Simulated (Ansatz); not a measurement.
**ZrCd, one cell by several methods**

```
Zr Cd
1.0
     3.10285    0.00000    0.00000
     0.00000    3.10285    0.00000
     0.00000    0.00000    9.07332
Zr Cd
2 2
Direct
  0.00000 0.50000 0.87354
  0.50000 0.00000 0.12646
  0.00000 0.50000 0.38117
  0.50000 0.00000 0.61883
```

Atom numbers follow the list: Zr1, Zr2, Cd3, Cd4.

The cell is the one relaxed in the Materials Project (mp-1017540), not relaxed further here; entries there can be hypothetical.

Methods: DFT, PBEsol, PAW with Ansatz's default frozen-core files, scalar-relativistic (Ansatz 0.2.0); DFT, PBEsol, all-electron PAW with datasets made for the crystal, scalar-relativistic (Ansatz 0.2.0); DFT, PBEsol, all-electron LAPW, scalar-relativistic (Ansatz 0.2.0).

For PAW: a Γ-centred 12×12×4 k mesh, Fermi–Dirac smearing of 0.05 eV, cutoff 420 eV, no spin polarisation; the PAW files were made with PBE, and the program remakes their frozen cores for this functional. The crystal-made all-electron datasets (AE datasets) take a cutoff of 260 eV at this cell. LAPW targets a basis error of 1 meV/atom. The Ansatz runs share mesh, smearing and spin set-up. Plane-wave (PAW) pressures include the program's estimate of the Pulay term.

Stress and pressure are positive in compression.

No spin–orbit coupling: at heavy atoms the gradients can be off by tens of per cent for that reason.

In a metal, gradients converge slowly with the k mesh: the values move by tens of per cent from one mesh to another, at times in sign, so only the comparison on one mesh counts.

Levels count from the Fermi level.

| quantity | PAW | AE datasets | LAPW |
| --- | --- | --- | --- |
| pressure (GPa) | -3.20 | -3.19 | -3.19 |
| stress xx (GPa) | -3.01 | -3.01 | -3.01 |
| stress zz (GPa) | -3.56 | -3.55 | -3.55 |
| force on Zr1, z (eV/Å) | 0.074 | 0.072 | 0.072 |
| force on Cd3, z (eV/Å) | -0.073 | -0.072 | -0.072 |
| highest filled level at A (eV) | -0.637 | -0.638 | -0.638 |
| lowest empty level at A (eV) | 1.815 | 1.816 | 1.816 |
| highest filled level at X (eV) | -0.597 | -0.597 | -0.597 |
| lowest empty level at X (eV) | 0.319 | 0.319 | 0.319 |
| highest filled level at Γ (eV) | -0.279 | -0.279 | -0.279 |
| lowest empty level at Γ (eV) | 0.747 | 0.746 | 0.746 |
| field gradient Vzz at Zr1 (10²¹ V/m²) | 0.56 | 0.58 | – |
| field gradient Vzz at Cd3 (10²¹ V/m²) | ? | ? | – |

(1) Give the missing entry: row "field gradient Vzz at Cd3 (10²¹ V/m²)", column "PAW".

(2) Give the missing entry: row "field gradient Vzz at Cd3 (10²¹ V/m²)", column "AE datasets".

Answers

(1) -3.81.

(2) -3.93.
